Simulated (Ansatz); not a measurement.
Input deck for Ansatz 0.2.0, then the block of the output on the nuclei.

The start is a structure deposited in the COD.

```yaml
crystal:
  lattice:
    - [0.0, 2.179, 2.179]
    - [2.179, 0.0, 2.179]
    - [2.179, 2.179, 0.0]
  atoms:
    - { symbol: Si, position: [0.0, 0.0, 0.0] }
    - { symbol: C, position: [0.25, 0.25, 0.25] }
kpoints:
  mp_grid: { grid: [11, 11, 11] }
scf:
  occupations: { method: fermi_dirac, width: 0.02 }
hamiltonian:
  xc: pbe
  pseudopotentials: { kind: paw, frozen_core: stored }
output:
  forces: true
  stress: true
  populations: true
  efg: {}
  write_density: true
  write_potential: true
  elf: true
  volumetric_format: npy
relax:
  f_tol: 0.02
  max_steps: 60
```

```sh
ansatz run input.yaml --threads 1 --pin off --max-ram 3072MiB --backend cpu --events-out ev --progress --plain --runs-dir out
```

The run relaxes the ions first, and the block belongs to the relaxed positions.

Of the output, the block on the nuclei alone is shown; the set-up, the SCF iterations, energies, forces and stress are cut.

```
--- PAW observables at the nuclei: V_zz in 10²¹ V/m², potentials from the cell's mean, atoms counted from 1 ---
  atom   1  Si V_zz =    +0.000000   η = 0.0000   by run symmetry: forbidden
            electrostatic potential = -1362.159944 V   contact ρ = none
  atom   2  C  V_zz =    +0.000000   η = 0.0000   by run symmetry: forbidden
            electrostatic potential = -418.655113 V   contact ρ = none
```

The relaxation (1 step) took 1.1 s of wall time (1 s of CPU time) and 0.33 GiB at its peak, on 1 thread of AMD EPYC 9R14 (Zen 4) (x86_64; 16 cores open to the job, memory cap 3.0 GiB, no GPU), a shared host with a load of 0.1 a core.
